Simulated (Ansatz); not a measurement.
**Property card for C**

C:
```xyz
4
Lattice="-2.1823 2.1823 1.2509 2.1823 -2.1823 1.2509 2.1823 2.1823 -1.2509" Properties=species:S:1:pos:R:3 pbc="T T T"
C      0.7870     0.7870     0.0000
C      1.3954    -1.3954     1.2509
C     -1.3954     1.3954     1.2509
C      1.3954     1.3954     1.2509
```

Space group I4/mmm (No. 139); conventional cell a = b = 4.3647 Å, c = 2.5018 Å, α = β = γ = 90.00°.

Method: plane-wave PAW r²SCAN (Ansatz code). Structure relaxed to zero pressure with the same functional. Other levels are named where they apply.

**Cell and energy**

```
Item                 Result
---------------  ----------
Volume per atom     5.96 Å³
Density          3.35 g/cm³
```

**Electronic structure**

```
Item                                                                                               Value
----------------------------------------  --------------------------------------------------------------
Band gap                                                                              2.66 eV (indirect)
Valence-band maximum                                                                                at M
Conduction-band minimum                   on the Γ–Z line, 42 % of the way from Γ (2 equivalent valleys)
Smallest direct gap on the standard path                                                         4.96 eV
Electron effective mass                                           0.35, 0.35, 0.50 mₑ (principal values)
HSE06 gap on the r²SCAN cell                                                                     3.52 eV
```

**Mechanics**

```
Item                                                                                                       Value
--------------------------------------------  ------------------------------------------------------------------
Bulk modulus (Birch–Murnaghan fit)                                                                       416 GPa
Pressure derivative B′                                                                                       3.7
Elastic constants (relaxed ions, GPa)         C11 = 972, C12 = 177, C13 = 53.5, C33 = 1250, C44 = 472, C66 = 337
Mechanical stability                                                      stable (all eigenvalues of C positive)
Hill bulk and shear moduli                                                                       417 and 443 GPa
Young's modulus                                                                                          981 GPa
Poisson's ratio                                                                                             0.11
Debye temperature from the elastic constants                                                              2070 K
```

The start of the workflow was typed in or built on a structure type; the Crystallography Open Database copy checked does not list it. It is not the phase usual at ambient conditions (space group No. 194, 227). The r²SCAN relaxation kept the symmetry of its start; whether a distortion lowers the energy is not shown.

Potentials: the later of the program's two PAW sets.
